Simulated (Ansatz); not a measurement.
**ScPd$_{3}$ at 6 GPa (stress–strain coefficients): relaxed-ion elastic tensor**

Level of theory: DFT LDA, scalar-relativistic, plane waves, PAW in Ansatz. Cutoff 420 eV, 12×12×12 k-points (Γ-centred), Fermi-Dirac smearing of 0.15 eV. No spin polarisation.

The cell, relaxed at 6 GPa:
```
Sc Pd
1.0
     3.86397    0.00000    0.00000
     0.00000    3.86397    0.00000
     0.00000    0.00000    3.86397
Sc Pd
1 3
Direct
  0.00000 0.00000 0.00000
  0.00000 0.50000 0.50000
  0.50000 0.00000 0.50000
  0.50000 0.50000 0.00000
```

In a metal, frequencies and elastic constants depend on the k mesh and the smearing, soft modes and shear constants most. Other phases may be more stable at this pressure.

**Question.** Give the relaxed-ion elastic constants (GPa, Voigt order xx yy zz yz xz xy, on the axes of the cell above).

**Answer.**
C11 = 290.0, C12 = 177.3, C13 = 177.3, C22 = 290.0, C23 = 177.3, C33 = 290.0, C44 = 117.7, C55 = 117.7, C66 = 117.7 GPa; the others vanish.

**Question.** Is the crystal stable against homogeneous strain?

**Answer.** Yes: the least eigenvalue of the tensor is 112.7 GPa.

**Question.** And the moduli of a polycrystal (Hill averages)?

**Answer.** B = 215 GPa, G = 88 GPa, E = 231 GPa, ν = 0.32.

Cost: 1 run of about 2.4 core-minutes, on Arm Neoverse V1 (shared hosts).